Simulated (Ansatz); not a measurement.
The relaxed structure here is a generated cell of VSi2: the first start was made by a random draw of sites in a space group, and the end was not matched to a known phase here, so it may be hypothetical.

One stationary structure of VSi2. Level of theory: PBE (plane waves to 420 eV, PAW, scalar-relativistic; Ansatz, an electronic-structure program).

```cif
data_Si6V3
_chemical_formula_sum 'Si6 V3'
_space_group_name_H-M_alt 'P 1'
_space_group_IT_number 1
_cell_length_a 5.13519
_cell_length_b 5.13519
_cell_length_c 5.13519
_cell_angle_alpha 90.678
_cell_angle_beta 90.678
_cell_angle_gamma 90.678
loop_
_space_group_symop_operation_xyz
  'x, y, z'
loop_
_atom_site_label
_atom_site_type_symbol
_atom_site_fract_x
_atom_site_fract_y
_atom_site_fract_z
_atom_site_occupancy
Si1 Si 0.22172 0.10126 0.47766 1
Si2 Si 0.47766 0.22172 0.10126 1
Si3 Si 0.10126 0.47766 0.22172 1
Si4 Si 0.89874 0.77828 0.52234 1
Si5 Si 0.52234 0.89874 0.77828 1
Si6 Si 0.77828 0.52234 0.89874 1
V1 V 0.50000 0.75059 0.24941 1
V2 V 0.24941 0.50000 0.75059 1
V3 V 0.75059 0.24941 0.50000 1
```

**Question.** Determine the symmetry and give the standard cell with its independent sites.

**Answer.** Space group R32, hexagonal axes (No. 155); a = b = 7.305 Å, c = 8.788 Å, α = β = 90.00°, γ = 120.00°

```csv
atom,site,symmetry,x,y,z
Si,18f,1,0.2108,0.1656,0.2669
V,9e,.2,0.7494,0.7494,0.5000
```

**Question.** Give the shortest distances between elements (the closest pairs, up to four, under 3.6 Å).

**Answer.** Si–Si 2.35 Å; Si–V 2.47 Å; V–V 3.11 Å.

| Property | Value |
|---|---|
| Volume per atom | 15.04 Å³ |
| Band gap | zero (metallic) |
| Magnetic moment | zero (the starting moments vanished) |

No spin polarisation in the result: the starting moments vanished. The relaxed primitive cell holds an odd number of electrons. A magnetic state may lie lower.

The run could not lose the symmetry of its start, so the end can be a saddle point.
